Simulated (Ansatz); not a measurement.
An Ansatz (an electronic-structure program) run. Input:

Ansatz 0.2 input:
```yaml
crystal:
  lattice:
    - [2.9120737084, 0.0, 0.0]
    - [-1.4560368542, 2.5219298092, 0.0]
    - [0.0, 0.0, 2.836251212]
  atoms:
    - { symbol: W, position: [0.0, 0.0, 0.0] }
    - { symbol: C, position: [0.6666666667, 0.3333333333, 0.5] }
kpoints:
  mp_grid: { grid: [16, 16, 14] }
hamiltonian:
  xc: r2scan
  pseudopotentials: { kind: paw }
scf:
  occupations: { method: gaussian, width: 0.05 }
checkpoint: { read: metal.run }
output: { bader: true, populations: true }
```

Output (shortened):

```
Pseudopotential: W, paw, valence charge 14
Pseudopotential: C, paw, valence charge 4
Functional definition: r2SCAN
Crystal: 2 atoms, lattice volume = 20.830 Å³
Basis set: ecut = 500 eV, 539 PW (Γ), exchange–correlation on 96×96×96 points (64 copies of the dense FFT grid, shifted against one another)
Bands: 17, of which v1, the nominal top of the filled ones, is band 9 counted from 1 (8 counted from 0)
Symmetry: 12 space group operations
Space group: P-6m2 (ITA 187), of the structure as read, at distance tolerance 2.8e-5 Å
k-points: 240 of 3584 (time reversal used)
Stability of the state it starts from, as read at its close in the unpolarized treatment …
iter 1 solved again at ethr=4.62e-9 eV; its pass at ethr=3.10e-3 eV (dr2=8.31e-7 eV) is discarded
SCF iter   1: F=—  HF=-10649.322884 eV  |F-HF|=—  |Δ(HF+E_count)|=         —  Δρ=6.58e-7  dr2=5.71e-11  dr2_τ=1.56e-11  ethr=4.62e-9  ⟨swp⟩=3.6  Hψ=33312  notcnv=0
preconditioner: auto → none
SCF iter   2: F=-10649.322884 eV  HF=-10649.322884 eV  |F-HF|=1.46e-11  |Δ(HF+E_count)|=   2.48e-8  Δρ=2.49e-7  dr2=4.97e-12  dr2_τ=1.57e-12  ethr=1.00e-12  ⟨swp⟩=6.2  Hψ=14603  notcnv=0
SCF 1 converged in 2 iterations: F = -10649.322884 eV  dr2 = 4.97e-12
SCF converged after 2 iterations
Free energy (F): -10649.322884 eV
Harris-Foulkes:  -10649.322884 eV  (|F-HF|=1.46e-11)
Internal energy: -10649.322385 eV  (E = F + TS)
E sigma→0 (E₀):  -10649.322634 eV
Entropy (-TS):   -0.000499 eV (-0.250 meV/atom)
Fermi energy:    20.329212 eV
--- Per-component energies (eV) ---
  E_band       = -76.269252
  E_kinetic    = 542.327655
  E_local      = -668.240566  (includes V_loc(G=0)·N_el)
  E_nonlocal   = 25.785914
  E_hartree    = 236.571940
  E_xc         = -297.808907
  E_vxc        = -326.868387  (∫ρ·V_xc dr)
  E_paw        = -8693.365658  (= ΣΔE_a)
  E_vpaw       = -139.116432  (= ΣTr[D̂ρ^β])
  E_aug_tail   = -0.000045  (compensation charges beyond the density's cutoff)
  E_vtau       = 16.698719  (kinetic-family band-sum trace: ∫τ·v_τ [+ j·A + Jᵃ·Aᵃ] dr)
  E_ewald      = -1793.979995
  E_core_change = -0.612723  (= ΣΔE_core)
  E_smearing   = -0.000499  (= −TS)
  E_closure    =  0.000000  (closes the sum)
  Σ components = -10649.322884   (vs F -10649.322884, Δ=0.00e0)
  [band-id]    e_kinetic+e_local+e_nonlocal+2·e_hartree+e_vxc+e_vpaw+e_augmentation_tail+e_vtau = -76.269262   (vs E_band -76.269252, Δ=-9.63e-6)
--- Band table (eV; the first three rows and the last of 240) ---
  k-point 0: bands = ["-55.4999", "-18.8415", "-18.7463", "-18.7463", "5.1795", "15.9221", "16.8995", "16.8995", "20.4973", "23.7833", "23.7833", "26.3170", "26.3170", "27.1102", "35.5457", "37.8439", "37.8439"]
  k-point 1: bands = ["-55.4977", "-18.8824", "-18.7428", "-18.7428", "5.3089", "15.8546", "16.9584", "16.9584", "20.4743", "23.3297", "23.3297", "26.5908", "26.5908", "27.2198", "35.8581", "37.8658", "37.8658"]
  k-point 2: bands = ["-55.4915", "-18.9960", "-18.7330", "-18.7330", "5.6852", "15.5687", "17.1293", "17.1293", "20.5600", "22.4278", "22.4278", "26.9128", "26.9128", "27.5173", "36.6825", "38.1533", "38.1533"]
  k-point 239: bands = ["-55.3866", "-19.4223", "-19.2830", "-19.1740", "8.7019", "13.0404", "14.7301", "18.6353", "19.6262", "24.9962", "26.9825", "28.0737", "30.2088", "30.9048", "31.9858", "34.9459", "36.8679"]
--- Löwdin populations: 2 sites ---
  site symbol       q [e]
     0      W     13.1652
     1      C      4.7487
  spilling = 0.004783 (of n_electrons = 18.000000)
--- Bader charges: 2 sites ---
  site symbol  charge [e]  shift [e]
     0      W      1.4835     0.0035
     1      C     -1.4835     0.0035
  shift: an alarm, by how much a part of what the PAW files miss would move the charge. Where it is large, compare
  with a run on PAW files of another source; a small one proves nothing
  estimated error of the sums over rays = 4.9e-4 e
```

Cost: about 60 core-seconds (a rough figure) on shared cores.

The r²SCAN relaxation kept the symmetry of its start. No spin polarisation was allowed. Spin–orbit coupling is left out wherever it is not named.

Potentials: the later of the program's two PAW sets.

Ansatz is a plane-wave DFT program.
